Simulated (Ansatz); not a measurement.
Ir (diamond, Fd-3m), a = b = c = 5.5683 Å, α = β = γ = 90.00°; the cell used has 2 atoms.

Relaxed with PBE.

### Question
Which orbitals make up the states near the Fermi level in the program Ansatz at the PBE level (PAW)?

### Answer
Within 0.5 eV of the Fermi level: Ir 5d 85 %, Ir 6s 9 %, outside the projected shells 6 %. Projections are on Löwdin-orthogonalised atomic valence shells; empty p or d shells of many metals are not among them.

### Question
Tabulate the density of states.

### Answer
States/eV per cell of 2 atoms, in 0.25 eV bins, energy from the Fermi level.

| E (eV) | total | Ir 5d | Ir 6s | Ir 5p |
|---|---|---|---|---|
| -7.85 | 0.07 | 0.00 | 0.07 | 0.00 |
| -7.60 | 0.14 | 0.00 | 0.14 | 0.00 |
| -7.35 | 0.20 | 0.00 | 0.19 | 0.00 |
| -7.10 | 0.25 | 0.01 | 0.24 | 0.00 |
| -6.85 | 0.31 | 0.02 | 0.29 | 0.00 |
| -6.60 | 0.38 | 0.03 | 0.34 | 0.00 |
| -6.35 | 0.47 | 0.06 | 0.41 | 0.00 |
| -6.10 | 0.64 | 0.14 | 0.49 | 0.00 |
| -5.85 | 4.53 | 3.73 | 0.78 | 0.01 |
| -5.60 | 5.25 | 4.60 | 0.62 | 0.01 |
| -5.35 | 3.94 | 3.50 | 0.42 | 0.01 |
| -5.10 | 5.11 | 4.27 | 0.81 | 0.01 |
| -4.85 | 8.96 | 8.13 | 0.77 | 0.03 |
| -4.60 | 3.37 | 3.23 | 0.11 | 0.01 |
| -4.35 | 2.95 | 2.85 | 0.08 | 0.01 |
| -4.10 | 2.71 | 2.51 | 0.17 | 0.01 |
| -3.85 | 3.65 | 3.22 | 0.37 | 0.02 |
| -3.60 | 2.60 | 2.37 | 0.18 | 0.01 |
| -3.35 | 2.53 | 2.24 | 0.23 | 0.01 |
| -3.10 | 1.99 | 1.79 | 0.14 | 0.01 |
| -2.85 | 1.67 | 1.52 | 0.09 | 0.01 |
| -2.60 | 1.85 | 1.66 | 0.10 | 0.01 |
| -2.35 | 2.27 | 1.98 | 0.17 | 0.01 |
| -2.10 | 1.80 | 1.48 | 0.20 | 0.01 |
| -1.85 | 2.21 | 1.95 | 0.14 | 0.01 |
| -1.60 | 2.32 | 2.16 | 0.06 | 0.01 |
| -1.35 | 2.04 | 1.89 | 0.07 | 0.01 |
| -1.10 | 1.61 | 1.50 | 0.05 | 0.01 |
| -0.85 | 1.62 | 1.31 | 0.22 | 0.01 |
| -0.60 | 1.32 | 0.96 | 0.26 | 0.01 |
| -0.35 | 1.39 | 1.08 | 0.20 | 0.01 |
| -0.10 | 2.04 | 1.72 | 0.19 | 0.01 |
| 0.15 | 2.59 | 2.27 | 0.18 | 0.01 |
| 0.40 | 2.62 | 2.31 | 0.18 | 0.01 |
| 0.65 | 3.05 | 2.77 | 0.17 | 0.01 |
| 0.90 | 4.32 | 4.06 | 0.18 | 0.01 |
| 1.15 | 2.41 | 2.12 | 0.24 | 0.00 |
| 1.40 | 1.40 | 0.86 | 0.47 | 0.00 |
| 1.65 | 1.24 | 0.65 | 0.49 | 0.00 |
| 1.90 | 0.76 | 0.35 | 0.33 | 0.00 |
| 2.15 | 0.65 | 0.27 | 0.30 | 0.00 |
| 2.40 | 0.53 | 0.20 | 0.25 | 0.00 |
| 2.65 | 0.48 | 0.16 | 0.22 | 0.00 |
| 2.90 | 0.78 | 0.17 | 0.23 | 0.00 |
| 3.15 | 0.74 | 0.14 | 0.22 | 0.00 |
| 3.40 | 0.76 | 0.13 | 0.20 | 0.00 |
| 3.65 | 0.81 | 0.11 | 0.19 | 0.00 |
| 3.90 | 0.85 | 0.10 | 0.18 | 0.00 |
| 4.15 | 0.86 | 0.09 | 0.16 | 0.00 |
| 4.40 | 0.84 | 0.08 | 0.15 | 0.00 |
| 4.65 | 0.83 | 0.07 | 0.14 | 0.00 |

The start of the workflow was typed in or built on a structure type; neither database checked (COD, Materials Project) lists it. It is not the phase usual at ambient conditions (space group No. 225). The PBE relaxation kept the symmetry of its start; its stability against distortions is not shown here. The run is not spin-polarised. Spin–orbit coupling is left out wherever it is not named.

Potentials: the later of the program's two PAW sets.
